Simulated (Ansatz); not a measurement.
With DFT-PBE in the program Ansatz with PAW potentials, InP in the cubic phase (Pm-3n; In on 6c, P on 6d) relaxes to a = 7.334 Å. Against the elements it lies at -11 kJ/mol of atoms, with no fitted shifts.

It is gapped at this level: 0.50 eV (direct). The valence maximum lies at Γ and the conduction minimum at Γ. Gap from PBE with spin–orbit coupling: 0.46 eV. The electron mass is 0.045 mₑ (isotropic).

The bulk modulus is 46.0 GPa.

The start of the workflow was typed in or built on a structure type; neither database checked (COD, Materials Project) lists it. It is not the phase usual at ambient conditions (space group No. 216). Symmetry was held in the PBE relaxation; its stability against distortions is not shown here. The volume moved by 31 % from the start of the relaxation. The references are the lowest solids computed at this level, not always the standard phases. Spin–orbit coupling is left out wherever it is not named.

Potentials: the later of the program's two PAW sets.
